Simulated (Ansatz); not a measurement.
InOF:
```
CELL_PARAMETERS angstrom
      0.00000     4.19690     5.11212
      3.52952     0.00000     5.11212
      3.52952     4.19690     0.00000
ATOMIC_POSITIONS crystal
  In 0.79959 0.20041 0.79959
  In 0.20041 0.79959 0.20041
  In 0.45041 0.04959 0.45041
  In 0.04959 0.45041 0.04959
  O  0.13654 0.13654 0.86346
  O  0.86346 0.86346 0.13654
  O  0.11346 0.11346 0.38654
  O  0.38654 0.38654 0.11346
  F  0.62500 0.62500 0.62500
  F  0.62500 0.62500 0.12500
  F  0.12500 0.62500 0.62500
  F  0.62500 0.12500 0.62500
```

Relaxed with r²SCAN.

Question: Map the electron localisation function on the plane through (0.800, 0.200, 0.800) spanned by u = [0, 1, 0] and v = [1, -1, 1] in lattice vectors, from r²SCAN in the plane-wave PAW code Ansatz.

Answer: x is the fraction of u, y of v (the angle between them is 90°; rows are the nearest grid lines); atoms in the plane: In at (0.00, 0.00), In at (0.00, 0.40), In at (0.50, 0.65), In at (0.50, 0.25), F at (0.25, 0.83), F at (0.75, 0.83).
```
|   .::.                  .::.   |
|  .::..-==-.        .-==-..::.  |
|.:::..=#%%#+:      :+#%%#=..:::.|
|....+@@@@@@@#-    -#@@@@@@@+....|
|  .+@@%*+#@@#-    -#@@#+*%@@+.  |
|  :+%@@@@@@#:......:#@@@@@@%+:  |
|  .=*%@@@@#-..::::..-#@@@@%*=.  |
|     :-=-:..:.    .:..:-=-:     |
|          .::      ::.          |
|          .:::    :::.          |
|        ....:::..:::....        |
|...   .-+**+:......:+**+-.   ...|
|..::..-*%%@%#=:  :=#%@%%*-..::..|
|   .:.:+#%%%#=:  :=#%%%#+:.:.   |
|   .:..=*###+:....:+###*=..:.   |
|  .::....::...::::...::.. .::.  |
|:::..::.....:.    .:.....::..:::|
| .:=*###+:.::      ::.:+###*=:. |
| .-*%%%%#-.::      ::.-#%%%%*-. |
| .-*%%@%#=..:::..:::..=#%@%%*-. |
|....-+**=:.  ......  .:=**+-....|
|..::.....              .....::..|
|  .::..                  ..::.  |
|   .::.                  .::.   |
```
Scale: ten equal steps from 0.000 (start of ' ') to 0.824 (end of '@'), in the order ' .:-=+*#%@'; x runs from 0.000 to 1.00, y from 0.000 (bottom) to 1.00 (top).

The density is the valence pseudo-density with augmentation charge, so density and ELF within about 1 Å of a nucleus are not all-electron values.

Space group Fddd. The first step of the workflow began from a Materials Project structure, measured or hypothetical; the Crystallography Open Database files this formula in space group No. 70, but the cells were not matched. Its standing as an ambient phase is unchecked. Symmetry was held in the r²SCAN relaxation; whether a distortion lowers the energy is not shown.

Potentials: the later of the program's two PAW sets.
